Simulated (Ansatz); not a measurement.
CdTe:
```yaml
crystal:
  lattice:
    - [0.00000, 3.27934, 3.27934]
    - [3.27934, 0.00000, 3.27934]
    - [3.27934, 3.27934, 0.00000]
  atoms:
    - { symbol: Cd, position: [0.00000, 0.00000, 0.00000] }
    - { symbol: Te, position: [0.75000, 0.75000, 0.75000] }
```

Relaxed with r²SCAN. Special points in fractions of this cell's reciprocal vectors: Γ (0.000, 0.000, 0.000); X (0.500, 0.000, 0.500); U (0.625, 0.250, 0.625); K (0.375, 0.375, 0.750); L (0.500, 0.500, 0.500); W (0.500, 0.250, 0.750).

List the band energies nearest the valence-band maximum at these points for the program Ansatz at the r²SCAN level (PAW).

In eV from the valence-band maximum; about four levels below and three above (degenerate sets whole), none deeper than 8.9 eV; points with the same levels are listed once.

| k | below | above |
|---|---|---|
| Γ | -8.21 -8.21 0.00 0.00 0.00 | 1.16 5.07 5.07 5.07 |
| X | -7.72 -4.17 -1.79 -1.79 | 2.96 3.00 9.24 |
| U | -7.69 -4.06 -2.45 -1.48 | 3.25 4.82 7.77 |
| L | -7.86 -4.28 -0.74 -0.74 | 2.20 5.62 5.62 |
| W | -7.65 -4.03 -2.24 -2.09 | 4.54 4.96 6.05 |

Space group F-43m (zinc blende). Symmetry was held in the r²SCAN relaxation; of distortions, only those at the zone centre were tested. Spin–orbit coupling is left out wherever it is not named.

Potentials: the earlier of the program's two PAW sets.
